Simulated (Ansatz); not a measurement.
## C under pressure

All numbers below come from DFT LDA, scalar-relativistic, plane waves, PAW in Ansatz. Settings: 420 eV cutoff, 18×18×6 k-mesh, Gaussian smearing of 0.10 eV, no spin polarisation.

Starting point, cell and atoms relaxed:

```
CELL_PARAMETERS angstrom
2.44478 0.00000 0.00000
-1.22239 2.11724 0.00000
0.00000 0.00000 8.52577
ATOMIC_POSITIONS crystal
C 0.33333 0.66667 0.00000
C 0.66667 0.33333 0.00000
```

Cell and atoms are relaxed at each pressure within the symmetry of the start, at zero temperature, so transitions that lower the symmetry aren't seen. The k-mesh given is that at zero pressure and may differ at others. a, b and c are the lengths of the cell vectors above. ΔH is E + PV over the energy at zero pressure.

```
P (GPa) V (Å³/atom) V/V0  a (Å) b (Å) c (Å)  ΔH (eV/atom)
      0        22.07  1.000  2.445  2.445  8.526         0.000
      2         8.74  0.396  2.440  2.440  3.391         0.096
      5            ?      ?      ?      ?      ?             ?
     10         7.83  0.355  2.426  2.426  3.073         0.506
     20         7.25  0.329  2.411  2.411  2.880         0.976
     40            ?      ?      ?      ?      ?             ?
```

Task: What stands in the row for 5 GPa?

Result: V 8.27 Å³/atom; V/V0 0.375; a 2.435 Å; b 2.435 Å; c 3.222 Å; ΔH 0.255 eV/atom.

Task: What stands in the row for 40 GPa?

Result: V 6.48 Å³/atom; V/V0 0.293; a 2.389 Å; b 2.389 Å; c 2.620 Å; ΔH 1.830 eV/atom.

This form isn't the element's structure at ambient conditions.